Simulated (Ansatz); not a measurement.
ZrB₂ in space group P6_3/mmc (No. 194; Zr on 2c, B on 4f) at seven volumes, plane-wave PAW r²SCAN (Ansatz code), shape and atoms relaxed at each. One row is withheld.

```csv
V (Å³/atom),P (GPa)
10.647,19.09
10.998,11.82
11.349,5.50
11.700,-0.01
12.051,?
12.402,-8.84
12.753,-12.44
```

Task: Fit the shown pressures and predict the withheld one.

Result: Third-order Birch–Murnaghan: P = (3/2)B₀(x^(7/2) − x^(5/2))[1 + (3/4)(B′ − 4)(x − 1)] with x = (V₀/V)^(2/3). Least squares on the six rows gives V₀ = 11.701 Å³/atom, B₀ = 169.7 GPa, B′ = 3.73. At V = 12.051, x = 0.9805 and P = -4.73 GPa. The run itself gave -4.71 GPa.

The start of the workflow was typed in or built on a structure type; neither database checked (COD, Materials Project) lists it. It is not the phase usual at ambient conditions (space group No. 191). The r²SCAN relaxation kept the symmetry of its start; its stability against distortions is not shown here. No spin polarisation was allowed.

Potentials: the earlier of the program's two PAW sets.
